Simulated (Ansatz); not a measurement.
**BiTe: frozen-core PAW against all-electron methods**

```yaml
crystal:
  lattice:
    - [0.00000, 3.23500, 3.23500]
    - [3.23500, 0.00000, 3.23500]
    - [3.23500, 3.23500, 0.00000]
  atoms:
    - { symbol: Bi, position: [0.00000, 0.00000, 0.00000] }
    - { symbol: Te, position: [0.50000, 0.50000, 0.50000] }
```

Atoms are numbered in the order listed.

The cell is COD entry 9008604, as deposited and not checked against the literature; nothing was relaxed.

No spin–orbit coupling, which matters for the heavy atoms here.

Levels of theory: DFT, LDA, PAW with Ansatz's default frozen-core files, scalar-relativistic (Ansatz 0.2.0); DFT, LDA, all-electron LAPW, scalar-relativistic (Ansatz 0.2.0).

For PAW: a Γ-centred 10×10×10 k mesh, Fermi–Dirac smearing of 0.03 eV, cutoff 420 eV, no spin polarisation; the PAW files were made with PBE, and the program remakes their frozen cores for this functional. LAPW targets a basis error of 0.25 meV/atom. The Ansatz runs share mesh, smearing and spin set-up. Plane-wave (PAW) pressures include the program's estimate of the Pulay term.

Stress and pressure are positive in compression.

Levels count from the Fermi level.

```tsv
quantity	PAW	LAPW
pressure (GPa)	-2.78	-2.76
highest filled level at X (eV)	-3.954	-3.955
lowest empty level at X (eV)	2.301	2.300
highest filled level at K (eV)	-3.406	-3.406
lowest empty level at K (eV)	1.988	1.989
highest filled level at Γ (eV)	-2.487	-2.487
lowest empty level at Γ (eV)	2.150	2.150
```

PAW's pressure differs from the LAPW value by -0.02 GPa.
